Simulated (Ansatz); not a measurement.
Level of theory: DFT, BLYP, plane waves (420 eV) with PAW, scalar-relativistic (Ansatz). The PAW files were generated under PBE, with cores re-solved for the functional.

An element in the hcp structure gives this curve. The cell is scaled uniformly from the relaxed one, with fractional coordinates and shape fixed. Energies are extrapolated to zero smearing, pressures are those at the given smearing. Magnetic state: spin not included.

```
V (Å³/atom)  E − E₀ (meV/atom)  P (GPa)
     11.200               82.2    19.95
     11.709               32.8    11.54
     12.218                7.1     4.97
     12.727                0.0    -0.19
     13.236                7.4    -4.21
     13.745               26.2    -7.35
     14.254               53.7    -9.78
```

Problem. Which element is it?
A. osmium
B. copper
C. nickel
D. vanadium

Solution. B. Its fit is V₀ = 12.70 Å³/atom, B₀ = 115 GPa, B₀′ = 5.1.
